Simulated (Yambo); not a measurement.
WO3 (space group P4/mmm, No. 123) under biaxial strain of -2 % along x and y, z relaxed; a = b = 3.719 Å, c = 3.806 Å, α = β = γ = 90.00°. With the G0W0 scissor the direct gap on the mesh is 2.65 eV. Axes are Cartesian, with cell vectors (Å) (3.72, 0.00, 0.00), (0.00, 3.72, 0.00), (0.00, 0.00, 3.81).

**Question.** Does this run resolve the lowest exciton, and if so, what are its energy and binding? (Yambo, PBEsol bands; 8×8×8 mesh, 6 valence and 3 conduction bands, static screening with 36 bands and a 4 Ry block, scissor 1.01 eV, Tamm-Dancoff.)

**Answer.** The mesh holds a bound state, but the numbers are provisional. These are vertical excitations (zero momentum); the indirect quasiparticle gap, about 1.52 eV, is smaller than the direct one (2.65 eV on the GW mesh). The lowest state lies at 2.47 eV (dark for light along x), the direct quasiparticle gap on this mesh at 2.65 eV. Its binding energy, counted from that gap, is 0.18 eV; it spreads over about 11 k points of the mesh. Convergence with the mesh was not shown. The first optically allowed state is at 2.51 eV. The scissor comes from a G0W0 run whose convergence isn't established. Without spin-orbit coupling, band edges of such heavy elements can be off by tenths of an eV.

The structure is a Materials Project entry; no match was found in the copy of COD used, and its stability was not checked.
